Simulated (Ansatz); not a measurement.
**Be3WN4 (I-42m) at 2 levels of theory**

One geometry, relaxed with PBE; plane waves with PAW potentials in Ansatz, scalar-relativistic. No spin polarisation. Gaps are the least over mesh and band path; pressure is positive in compression.

```cif
data_structure
_symmetry_space_group_name_H-M 'P 1'
_symmetry_Int_Tables_number 1
_cell_length_a 5.0954
_cell_length_b 5.0954
_cell_length_c 5.0954
_cell_angle_alpha 131.637
_cell_angle_beta 131.637
_cell_angle_gamma 70.803
_cell_volume 72.38
loop_
_atom_site_label
_atom_site_type_symbol
_atom_site_fract_x
_atom_site_fract_y
_atom_site_fract_z
_atom_site_occupancy
Be1 Be 0.25000 0.75000 0.50000 1
Be2 Be 0.75000 0.25000 0.50000 1
Be3 Be 0.50000 0.50000 0.00000 1
W1 W 0.00000 0.00000 0.00000 1
N1 N 0.61152 0.61152 0.48182 1
N2 N 0.87030 0.38848 0.00000 1
N3 N 0.38848 0.87030 0.00000 1
N4 N 0.12970 0.12970 0.51818 1
```

```tsv
level	cutoff (eV)	k mesh	gap (eV)	pressure (GPa)
PBE	420	8×8×8	3.14	0.0
```

Problem. What comes out on the same cell with PBEsol?

Solution.
```json
{"level": "PBEsol", "cutoff (eV)": "420", "k mesh": "8×8×8", "gap (eV)": "3.09", "pressure (GPa)": "-4.7"}
```

Spin-orbit coupling matters for the bands of heavy elements and is left out.

It was reached by relaxing an invented guess, and it needn't be the stable form of this composition.
